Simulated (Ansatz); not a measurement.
AlP₅, before and after

Recipe of this trial structure of AlP₅: random cell by space group and Wyckoff sites (P6/mmm, No. 191). Its size is a rough estimate.

start:

Space group P6/mmm (No. 191). a = 6.018 Å, b = 6.018 Å, c = 3.928 Å, α = 90.00°, β = 90.00°, γ = 120.00°
```
atom  site  symmetry       x       y       z
  Al    1b     6/mmm  0.0000  0.0000  0.5000
   P    3g       mmm  0.5000  0.0000  0.5000
   P    2d      -6m2  0.3333  0.6667  0.5000
```

All numbers below come from DFT PBE, scalar-relativistic, plane waves, PAW in Ansatz 0.2.0. Cutoff 420 eV, Gaussian smearing, Γ-centred meshes. Cell and atoms relax first on a coarse mesh and then on a finer one. In between, the cell is made exact in the group found at 0.06 Å. In metals the finer mesh still leaves noise of several meV/atom or more. The steps can't lower the symmetry of their start. No spin polarisation.

end:

Space group P6/mmm (No. 191). a = 7.920 Å, b = 7.920 Å, c = 2.387 Å, α = 90.00°, β = 90.00°, γ = 120.00°
```
atom  site  symmetry       x       y       z
  Al    1b     6/mmm  0.0000  0.0000  0.5000
   P    3g       mmm  0.5000  0.0000  0.5000
   P    2d      -6m2  0.3333  0.6667  0.5000
```

The symmetry stays P6/mmm (No. 191). The volume per atom grows by 5.3 %, from 20.5 to 21.6 Å³. The shortest distance goes from 1.74 Å (P–P) to 2.29 Å (P–P). The ratio c/a of the conventional cell changes by a factor of 0.46. The energy falls by about 2.4 eV/atom (the start's value is from the coarse mesh).

```yaml
Volume_per_atom: 21.61 Å³
Density: 2.33 g/cm³
Energy_over_the_elements: +0.50 eV/atom
Gap_on_the_6×6×16_mesh_of_the_6-atom_cell: 0 eV (a metal)
```

Energies over the elements count from the elements' standard structures at the same level, with no fitted energy shifts. The references include black phosphorus. A positive value: parting into the elements would lower its energy.

The last run used Gaussian smearing of 0.10 eV. The reference form of P is held partly by dispersion forces, which this level lacks. Symmetry constrained the relaxation, so the result can be a saddle point. In all, the 4 runs took 6.6 min on 1 thread of Intel(R) Xeon(R) Processor @ 2.50GHz (Skylake/Cascade Lake), on a shared host. Another cell of AlP5 relaxed alike, in P-6m2, lies 256 meV/atom lower, so this cell isn't the stable form at this level.
